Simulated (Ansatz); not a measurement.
Crystals of one space group, with the same sites and like axis ratios (Cmcm), relaxed and computed with PBEsol (plane waves, PAW; program Ansatz).

| crystal | a (Å) | V (Å³/atom) | B₀ by P(V) fit (GPa) | ΔH_f (eV/atom) | spin order, net moment (μB/atom) |
|---|---|---|---|---|---|
| CoW | 2.656 | 12.79 | 305 | 0.07 | moments vanished |
| RuW | 2.750 | 14.68 | 302 | 0.18 | not spin-polarised |
| IrW | ? | ? | ? | ? | not spin-polarised |
| PtW | 2.687 | 15.22 | 322 | -0.20 | not spin-polarised |

Question: Fill in the missing entries.

Answer: 
- IrW, a (Å): 2.755
- IrW, V (Å³/atom): 15.01
- IrW, B₀ by P(V) fit (GPa): 342
- IrW, ΔH_f (eV/atom): -0.13

Typed or built starts, not in the databases checked: CoW, Cmcm (W on 4c, Co on 4c); RuW, Cmcm (W on 4c, Ru on 4c); IrW, Cmcm (W on 4c, Ir on 4c); PtW, Cmcm (W on 4c, Pt on 4c). Began spin-polarised and lost the moments: CoW, Cmcm (W on 4c, Co on 4c). All cells were relaxed under the symmetry of their starts (and spin orders); stability against distortions was not tested throughout. Rows with no word on spin ran without spin polarisation. Scalar-relativistic: spin–orbit coupling is off unless named, which matters more the heavier the elements.

Potentials: the later of the program's two PAW sets.

Formation energies count from the lowest solids of the elements computed at the same level, not from gases.
